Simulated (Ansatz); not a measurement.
Data:

HfAu:
```xyz
4
Lattice="3.4900 0.0000 0.0000 0.0000 3.4900 0.0000 0.0000 0.0000 6.3325" Properties=species:S:1:pos:R:3 pbc="T T T"
Hf     0.0000     1.7450     5.3909
Hf     1.7450     0.0000     0.9416
Au     0.0000     1.7450     2.3560
Au     1.7450     0.0000     3.9765
```

This is the r²SCAN-relaxed structure.

Q: All from r²SCAN (plane waves, PAW; program Ansatz), unless another level is named. Estimate the density of states at the Fermi level.

A: 0.47 states/eV per atom (mean over ±0.08 eV).

Q: Give the formation energy from the elements (no fitted shifts).

A: -56 kJ/mol of atoms.

Space group P4/nmm. The workflow started from a Materials Project entry (that database holds measured and hypothetical structures alike); the Crystallography Open Database copy checked does not list it. Whether it is the stable phase at ambient conditions was not checked. Symmetry was held in the r²SCAN relaxation; whether a distortion lowers the energy is not shown. The run is not spin-polarised. The references are the lowest solids computed at this level, not always the standard phases. Scalar-relativistic: spin–orbit coupling is off unless named, which matters more the heavier the elements.

Potentials: the later of the program's two PAW sets.
